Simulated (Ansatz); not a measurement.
An Ansatz (a program for electronic structure) run. Input:

Ansatz 0.2 input:
```yaml
crystal:
  lattice:
    - [2.4292373977, 0.0, 0.0]
    - [-1.2146186989, 2.1037812983, 0.0]
    - [0.0, 0.0, 3.8397516476]
  atoms:
    - { symbol: Fe, position: [0.3333333333, 0.6666666667, 0.25] }
    - { symbol: Fe, position: [0.6666666667, 0.3333333333, 0.75] }
kpoints:
  mp_grid: { grid: [40, 40, 22] }
hamiltonian:
  xc: pbesol
  pseudopotentials: { kind: paw }
scf:
  occupations: { method: fermi_dirac, width: 0.1 }
elastic: { mode: relaxed_ion, stencil: two_point, amplitude: 0.005, f_tol: 0.0005 }
```

Output (shortened):

```
Pseudopotential: Fe, paw, valence charge 16
Functional definition: PBEsol
Crystal: 2 atoms, lattice volume = 19.623 Å³
Basis set: ecut = 420 eV, 391 PW (Γ), exchange–correlation on 36×36×54 points (8 copies of the dense FFT grid, shifted against one another)
Bands: 20, of which v1, the nominal top of the filled ones, is band 16 counted from 1 (15 counted from 0)
Symmetry: 24 space group operations
Space group: P63/mmc (ITA 194), of the structure as read, at distance tolerance 2.7e-5 Å
k-points: 1848 of 35200
automatic band count: the SCF goes on with 24 bands, as 20 were too few: the levels above may hold too much charge
SCF 1 converged in 9 iterations: F = -8897.791209 eV  dr2 = 8.29e-15
Crystal: 2 atoms, lattice volume = 19.525 Å³
Basis set: ecut = 420 eV, 387 PW (Γ), exchange–correlation on 36×36×54 points (8 copies of the dense FFT grid, shifted against one another)
Bands: 24, of which v1, the nominal top of the filled ones, is band 16 counted from 1 (15 counted from 0)
Symmetry: 8 space group operations
k-points: 5052 of 35200
SCF 2 converged in 9 iterations: F = -8897.790084 eV  dr2 = 4.28e-14
relax step   1: F+E_penalty+E_count = -8897.79008437 eV  Δ(F+E_penalty+E_count) = +0.000e0 eV  max|allowed force component| = 1.426e-2 eV/Å  Δτ_max = 0.0000 Å  (9 SCF iters, accepted)
Crystal: 2 atoms, lattice volume = 19.525 Å³
SCF 3 converged in 6 iterations: F = -8897.790095 eV  dr2 = 1.11e-14
relax step   2: F+E_penalty+E_count = -8897.79009489 eV  Δ(F+E_penalty+E_count) = -1.052e-5 eV  max|allowed force component| = 8.382e-3 eV/Å  Δτ_max = 0.0005 Å  (6 SCF iters, accepted)
Crystal: 2 atoms, lattice volume = 19.525 Å³
SCF 4 converged in 6 iterations: F = -8897.790100 eV  dr2 = 4.81e-14
relax step   3: F+E_penalty+E_count = -8897.79010045 eV  Δ(F+E_penalty+E_count) = -5.562e-6 eV  max|allowed force component| = 5.817e-6 eV/Å  Δτ_max = 0.0007 Å  (6 SCF iters, accepted)
Crystal: 2 atoms, lattice volume = 19.525 Å³
SCF 5 converged in 8 iterations: F = -8897.790100 eV  dr2 = 1.43e-17
Crystal: 2 atoms, lattice volume = 19.721 Å³
SCF 6 converged in 9 iterations: F = -8897.790474 eV  dr2 = 2.23e-14
relax step   1: F+E_penalty+E_count = -8897.79047400 eV  Δ(F+E_penalty+E_count) = +0.000e0 eV  max|allowed force component| = 1.379e-2 eV/Å  Δτ_max = 0.0000 Å  (9 SCF iters, accepted)
Crystal: 2 atoms, lattice volume = 19.721 Å³
SCF 7 converged in 6 iterations: F = -8897.790489 eV  dr2 = 6.84e-14
relax step   2: F+E_penalty+E_count = -8897.79048924 eV  Δ(F+E_penalty+E_count) = -1.524e-5 eV  max|allowed force component| = 1.723e-4 eV/Å  Δτ_max = 0.0011 Å  (6 SCF iters, accepted)
Crystal: 2 atoms, lattice volume = 19.721 Å³
SCF 8 converged in 8 iterations: F = -8897.790489 eV  dr2 = 1.05e-18
Crystal: 2 atoms, lattice volume = 19.525 Å³
SCF 9 converged in 8 iterations: F = -8897.789712 eV  dr2 = 5.37e-14
Crystal: 2 atoms, lattice volume = 19.721 Å³
SCF 10 converged in 6 iterations: F = -8897.790658 eV  dr2 = 7.68e-14
Crystal: 2 atoms, lattice volume = 19.623 Å³
Symmetry: 4 space group operations
k-points: 9042 of 35200
SCF 11 converged in 11 iterations: F = -8897.790927 eV  dr2 = 2.68e-15
relax step   1: F+E_penalty+E_count = -8897.79092657 eV  Δ(F+E_penalty+E_count) = +0.000e0 eV  max|allowed force component| = 4.277e-4 eV/Å  Δτ_max = 0.0000 Å  (11 SCF iters, accepted)
Crystal: 2 atoms, lattice volume = 19.623 Å³
SCF 12 converged in 11 iterations: F = -8897.790927 eV  dr2 = 2.83e-19
Crystal: 2 atoms, lattice volume = 19.623 Å³
SCF 13 converged in 9 iterations: F = -8897.790927 eV  dr2 = 1.69e-14
relax step   1: F+E_penalty+E_count = -8897.79092657 eV  Δ(F+E_penalty+E_count) = +0.000e0 eV  max|allowed force component| = 4.277e-4 eV/Å  Δτ_max = 0.0000 Å  (9 SCF iters, accepted)
Crystal: 2 atoms, lattice volume = 19.623 Å³
SCF 14 converged in 9 iterations: F = -8897.790927 eV  dr2 = 1.65e-16
SCF converged after 9 iterations
Free energy (F): -8897.791209 eV
Harris-Foulkes:  -8897.791209 eV  (|F-HF|=0.00e0)
Internal energy: -8897.711771 eV  (E = F + TS)
E sigma→0 (E₀):  -8897.751490 eV
Entropy (-TS):   -0.079439 eV (-39.719 meV/atom)
Fermi energy:    21.897133 eV
--- Per-component energies (eV) ---
  E_band       = -327.051161
  E_kinetic    = 713.743904
  E_local      = -3756.017977  (includes V_loc(G=0)·N_el)
  E_nonlocal   = 428.069925
  E_hartree    = 1591.162006
  E_xc         = -238.737040
  E_vxc        = -308.870433  (∫ρ·V_xc dr)
  E_paw        = -2663.912995  (= ΣΔE_a)
  E_vpaw       = -586.302425  (= ΣTr[D̂ρ^β])
  E_aug_tail   = 0.001825  (compensation charges beyond the density's cutoff)
  E_ewald      = -4972.379823
  E_core_change = 0.358403  (= ΣΔE_core)
  E_smearing   = -0.079439  (= −TS)
  E_closure    =  0.000000  (closes the sum)
  Σ components = -8897.791209   (vs F -8897.791209, Δ=0.00e0)
--- Forces (eV/Å), atoms counted from 1 ---
  atom   1  Fe     0.00000000     0.00000000     0.00000000
  atom   2  Fe     0.00000000     0.00000000     0.00000000
  max |Σ_I F_I| component: 1.85e-17 eV/Å
--- Stress (GPa, compression-positive) ---
        0.300367       0.000000       0.000000
        0.000000       0.300367       0.000000
        0.000000       0.000000       0.757301
  P = ⅓ Tr σ = 0.4527 GPa (4.527 kbar)
--- Band table (eV; the first three rows and the last of 1848) ---
  k-point 0: bands = ["-65.1289", "-64.9681", "-31.6457", "-31.0169", "-31.0169", "-30.9056", "-30.9056", "-30.8911", "12.6075", "16.6507", "20.1298", "20.1298", "20.2709", "20.6329", "20.6329", "21.0012", "21.0012", "22.3362", "22.6731", "22.6731", …
  k-point 1: bands = ["-65.1281", "-64.9690", "-31.6420", "-31.0163", "-31.0163", "-30.9062", "-30.9062", "-30.8951", "12.6317", "16.6487", "20.1178", "20.1178", "20.2618", "20.6227", "20.6227", "21.0250", "21.0250", "22.2560", "22.6732", "22.6732", …
  k-point 2: bands = ["-65.1256", "-64.9714", "-31.6309", "-31.0147", "-31.0147", "-30.9079", "-30.9079", "-30.9069", "12.7041", "16.6414", "20.0861", "20.0861", "20.2346", "20.5931", "20.5931", "21.0916", "21.0916", "22.0310", "22.6730", "22.6730", …
  k-point 1847: bands = ["-64.9561", "-64.9561", "-31.4756", "-31.4756", "-31.2941", "-31.2941", "-31.0141", "-31.0141", "18.2543", "18.2543", "18.4562", "18.4562", "19.5178", "19.5178", "21.1491", "21.1491", "22.7041", "22.7041", "29.0130", "29.0130", …
--- Elastic constants: 3 strain directions × 2 members + reference (group order 24) ---
  dense FFT box of the reference and of every strained cell: 18×18×27
  strains applied: 11, 33, 23; error gains …
  C = ∂σ_k/∂η_j (tension-positive GPa; Voigt order 11 22 33 23 13 12):
       599.221    196.409    163.977      0.000      0.000      0.000
       196.409    599.221    163.977      0.000      0.000      0.000
       164.403    164.403    670.721      0.000      0.000      0.000
         0.000      0.000      0.000    185.529      0.000      0.000
         0.000      0.000      0.000      0.000    185.529      0.000
         0.000      0.000      0.000      0.000      0.000    201.406
  reference stress σ⁰ (GPa):     -0.300     -0.300     -0.757      0.000      0.000      0.000
  moduli (Voigt/Reuss/Hill, GPa): K = 324.30/324.07/324.19   G = 204.12/201.89/203.00   E = 503.84   ν = 0.241
  mechanically stable: yes (min eigenvalue of sym C = 185.53 GPa)
  strain η (Voigt 11):  stress-route row diagonal C_11 = 599.22 GPa, energy-path curvature d²(F+E_count+ΔE)/dδ²/Ω₀ = 597.38 GPa
         δ    σ_11 (GPa)             F (eV)   n_scf  n_hpsi   n_pw
    -5.000e-3      -3.3617       -8897.7901005       8  1775703    394   relax 3 steps, max|allowed force component| 5.82e-6 eV/Å
     5.000e-3       2.6305       -8897.7904892       8  1736716    398   relax 2 steps, max|allowed force component| 1.72e-4 eV/Å
  strain η (Voigt 33):  stress-route row diagonal C_33 = 670.72 GPa, energy-path curvature d²(F+E_count+ΔE)/dδ²/Ω₀ = 669.32 GPa
         δ    σ_33 (GPa)             F (eV)   n_scf  n_hpsi   n_pw
    -5.000e-3      -4.1694       -8897.7897125       8  814669    392   relax 0 steps, max|allowed force component| 3.70e-17 eV/Å
     5.000e-3       2.5378       -8897.7906582       6  579936    398   relax 0 steps, max|allowed force component| 5.55e-17 eV/Å
  strain η (Voigt 23):  stress-route row diagonal C_44 = 185.53 GPa, energy-path curvature d²(F+E_count+ΔE)/dδ²/Ω₀ = 184.75 GPa
         δ    σ_23 (GPa)             F (eV)   n_scf  n_hpsi   n_pw
    -5.000e-3      -0.9276       -8897.7909266      11  3859173    393   relax 1 steps, max|allowed force component| 4.28e-4 eV/Å
     5.000e-3       0.9276       -8897.7909266       9  3439041    393   relax 1 steps, max|allowed force component| 4.28e-4 eV/Å
```

Cost: roughly 29 core-minutes on shared cores.

Space group P6_3/mmc (hcp (Mg type)). This is a known high-pressure phase of the composition, computed here at zero pressure and temperature. Symmetry was held in the PBEsol relaxation; of distortions, only those at the zone centre were tested. No spin polarisation was allowed. As this level gives no gap, shear constants depend on the k-mesh and smearing (Fermi–Dirac, 0.1 eV here). Axis ratios of metals converge slowly with the k-mesh, so a and c are less sure than the volume. On the denser mesh and wider smearing of the elastic run this cell carries a stress of 0.8 GPa.

Potentials: the later of the program's two PAW sets.

Ansatz is a plane-wave DFT program.
